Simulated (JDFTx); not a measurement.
System: arsenic trifluoride, AsF3 (SMILES F[As](F)F), charge 0, multiplicity 1; geometry: optimised with GFN2-xTB in vacuum (no frequencies checked; largest PBE force component 1.5 eV/Å). Coordinates in Å:
```
F    -1.22   -0.64   -0.47
As    0.16   -0.21    0.47
F     1.22   -1.19   -0.47
F     0.47    1.19   -0.47
```

All numbers are PBE, GBRV ultrasoft potentials, plane waves to 20/100 Ha results from JDFTx (a modified build), not measurements. Liquid: CANDLE, water, 1 M KF. The liquid run sits in a periodic box with 3.75 Å from the outermost atoms to the faces; the vacuum run is isolated. The box matters at about 0.01 eV. ΔG_solv is the difference of the two single-point energies, liquid minus vacuum; no corrections are added.

The values are those of the intact species: the continuum can't coordinate to it or react with it.

What does the calculation give for the solvation energy, its fluid terms and the levels?

solvation energy: -24.0 kJ/mol
part: cavitation term of the fluid: 39 kJ/mol
part: dispersion term of the fluid: -31 kJ/mol
part: electrostatic term of the fluid: -40 kJ/mol
part: distortion of the solute's electrons: 8.3 kJ/mol
dipole moment in vacuum: 2.80 D
dipole moment in the liquid: 4.00 D
highest occupied level in vacuum (zero: vacuum level): -8.81 eV
highest occupied level in the liquid (zero: bulk electrolyte): -8.27 eV
